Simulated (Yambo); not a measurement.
Material: LuCuS$_{2}$ (space group P3m1, No. 156) under isotropic strain of -3 % on all lattice vectors; a = b = 3.683 Å, c = 5.804 Å, α = β = 90.00°, γ = 120.00° (4 atoms in the cell). The PBEsol cell relaxed from Materials Project entry mp-1001780 was given an isotropic strain of -3 % on all lattice vectors, and the atoms were relaxed again.

With PBEsol (Quantum ESPRESSO, PseudoDojo norm-conserving, 100 Ry, without SOC), the gap between the mesh's edge points (Γ → L) is 0.910 eV.

Task: By how much does one-shot G0W0 (Yambo; 6×6×2 Γ-centred k mesh, bands 6 to 124 and a 7 Ry block in the screening, 124 bands in G with the Bruneval-Gonze terminator, plasmon pole fitted at 27.2 eV) open this gap, and what gap results?

Result: The correction is 0.542 eV, giving 1.452 eV, 1.6 times the PBEsol value.  Convergence of the G0W0 settings was not tested. The 3d shell has no Hubbard U; the runs are without spin polarisation, and magnetic order was not tried. The 4f states are in the valence at their DFT position.

The structure is a Materials Project entry; no match was found in the copy of COD used, and its stability was not checked.
